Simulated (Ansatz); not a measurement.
# Relaxing a structure of InAs

The start is a relaxed InAs cell, doubled along one cell vector, shaken by Gaussian noise of σ = 0.08 Å a coordinate. The cell and all atomic positions are relaxed at zero pressure with PBE (plane waves to 420 eV, PAW, scalar-relativistic; Ansatz, a quantum-chemistry and plane-wave program). The first steps use a coarse 7×7×4 k-mesh.

Initial structure:
```
InAs
1.0
    0.00000     3.09316     3.09316
    3.09316     0.00000     3.09316
    6.18632     6.18632     0.00000
As In
2 2
Cartesian
  4.61047   4.64428   4.63478
  7.63638   7.81383   4.65776
 -0.12438   0.08996   0.05270
  3.02135   3.20330  -0.05681
```

```yaml
energy_released: 0.02 eV/atom
relative_to_the_parent: It returns to the parent structure, F-43m (No. 216)
Shortest distances (start → end): "The closest pairs of elements (up to four, under 3.6 Å), start → end: As–In 2.60 → 2.68 Å"
band_gap_at_the_end: zero (the bands touch at this level, without spin-orbit coupling)
optimiser_moves: 3
```

It ends as:

Space group F-43m (No. 216); a = b = c = 6.187 Å, α = β = γ = 90.00°

| atom | site | symmetry | x | y | z |
|---|---|---|---|---|---|
| As | 4a | -43m | 0.0000 | 0.0000 | 0.0000 |
| In | 4d | -43m | 0.7500 | 0.7500 | 0.7500 |
(The calculation used a cell of 2 atoms; values per cell refer to that cell.)

Final values are on a 9×9×9 k-mesh of the relaxed cell. No spin polarisation in the result.
